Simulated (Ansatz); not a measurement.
MgZnO$_{2}$:
```
MgZnO2
1.0
    1.48421     0.85691     4.80629
   -1.48421     0.85691     4.80629
    0.00000    -1.71382     4.80629
Mg Zn O
1 1 2
Direct
  0.00000   0.00000   0.00000
  0.50000   0.50000   0.50000
  0.25205   0.25205   0.25205
  0.74795   0.74795   0.74795
```

Cartesian axes are those of the cell as given.

Task: Give the high-frequency dielectric tensor and the Born effective charge tensors of the independent atoms from DFPT, DFT-LDA in the program Ansatz with PAW potentials.

Result: 
ε∞:
```
4.02  0.00  0.00
0.00  4.02  0.00
0.00  0.00  3.95
```
Z* of atom 1 (Mg), rows: field, columns: displacement, in e:
```
2.00  0.00  0.00
0.00  2.00  0.00
0.00  0.00  2.32
```
Z* of atom 2 (Zn), rows: field, columns: displacement, in e:
```
2.35  0.00  0.00
0.00  2.35  0.00
0.00  0.00  1.95
```
Z* of atom 3 (O), rows: field, columns: displacement, in e:
```
-2.18   0.00   0.00
 0.00  -2.18   0.00
 0.00   0.00  -2.14
```

Space group R-3m. The first step of the workflow began from a Materials Project structure, measured or hypothetical; the Crystallography Open Database copy checked does not list it. With Mg and Zn taken as one species the cell has the higher symmetry Fm-3m, so it may be an ordered model of a mixed-site phase. Its standing as an ambient phase is unchecked. Symmetry was held in the LDA relaxation; whether a distortion lowers the energy is not shown.

Potentials: the later of the program's two PAW sets.
